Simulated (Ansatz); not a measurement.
Method: Ansatz, DFT PBE, scalar-relativistic, plane waves, PAW. Settings: cutoff 420 eV, Γ-centred meshes spaced at most about 0.3 Å⁻¹, and about 0.25 Å⁻¹ or finer for metals (2π included), Gaussian smearing. No spin polarisation in the final relaxations.

Temperature and zero-point effects are left out.

Compare these two cells of NaLi₅, each relaxed at this level.

A.

```xyz
6
Lattice="2.6596 -5.0477 0.0000 2.6596 5.0477 0.0000 -0.0258 0.0000 5.1449" Properties=species:S:1:pos:R:3 pbc="T T T"
Na    0.1521    0.0000    0.0014
Li    2.8063   -1.7094    0.0010
Li    2.8063    1.7094    0.0010
Li    3.4285   -3.2407    2.5735
Li    3.4285    3.2407    2.5735
Li    3.3058    0.0000    2.5733
```

B.

```xyz
6
Lattice="5.9218 0.0000 0.0000 -2.9609 5.1284 0.0000 0.0000 0.0000 4.9377" Properties=species:S:1:pos:R:3 pbc="T T T"
Na    0.0000    0.0000    0.0000
Li    0.0000    3.4189    0.0000
Li    2.9609    1.7095    0.0000
Li    2.9609    0.0000    2.4688
Li    1.4804    2.5642    2.4688
Li   -1.4804    2.5642    2.4688
```

**Question.** Which would you expect to be lower, and how large is the difference?

**Answer.** A is lower, by 41 meV/atom. A has Na and Li ordered on hcp sites, space group Cm (No. 8), 23.0 Å³/atom and no gap on its mesh; B has the CaCu5 type, space group P6/mmm (No. 191), 25.0 Å³/atom and no gap. Counting all near atoms (those within 1.25 times the shortest distance at each site; a plus sign parts nearer from farther groups; a slash parts the counts of unlike sites), A has Na 12, Li 12 and B has Na 6+12, Li 8/6+6. The denser one is the lower, and pressure would at first widen the difference. Even the lower one lies +0.03 eV/atom against the reference forms of the elements (uncorrected), so neither is stable at this level. In A, Na has 12 Li at 3.16–3.36 Å; around Li on a site of symmetry 1 lie 9 Li at 3.06–3.42 Å and 3 Na at 3.16–3.34 Å; Li on a second site of symmetry 1 is surrounded by 9 Li at 3.02–3.32 Å, 2 Na at 3.20–3.21 Å and 1 Li at 3.61 Å; 1 more site not described. In B, Na has 6 Li at 3.42 Å and 12 Li at 3.86 Å; Li on a site of symmetry -6m2 is surrounded by 6 Li at 3.00 Å, 3 Li at 3.42 Å and 3 Na at 3.42 Å; around Li on a site of symmetry mmm lie 8 Li at 2.96–3.00 Å and 4 Na at 3.86 Å. Both come from invented guesses.

Cells relaxed within their symmetry can be saddle points. The Cm cell of NaLi5 came from shaking the P6/mmm one.
